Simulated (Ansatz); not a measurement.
Consider the following.

Si:
```cif
data_Si4
_chemical_formula_sum 'Si4'
_space_group_name_H-M_alt 'P 1'
_space_group_IT_number 1
_cell_length_a 3.83247
_cell_length_b 3.83247
_cell_length_c 6.34119
_cell_angle_alpha 90.000
_cell_angle_beta 90.000
_cell_angle_gamma 120.000
loop_
_space_group_symop_operation_xyz
  'x, y, z'
loop_
_atom_site_label
_atom_site_type_symbol
_atom_site_fract_x
_atom_site_fract_y
_atom_site_fract_z
_atom_site_occupancy
Si1 Si 0.33333 0.66667 0.06306 1
Si2 Si 0.66667 0.33333 0.93694 1
Si3 Si 0.66667 0.33333 0.56306 1
Si4 Si 0.33333 0.66667 0.43694 1
```

This is the r²SCAN-relaxed structure.

Question: All from DFT-r²SCAN in the program Ansatz with PAW potentials, unless another level is named. Predict the zero-point energy.

Answer: 62.4 meV/atom.

Question: And the Young's modulus?

Answer: 165 GPa.

Question: Predict the highest zone-centre frequency.

Answer: 513 cm⁻¹.

Space group P6_3/mmc. The workflow started from a Materials Project entry (that database holds measured and hypothetical structures alike); the Crystallography Open Database copy checked does not list it. It is not the phase usual at ambient conditions (space group No. 227). The r²SCAN relaxation kept the symmetry of its start; phonons on a q-mesh show no instability.

Potentials: the later of the program's two PAW sets.
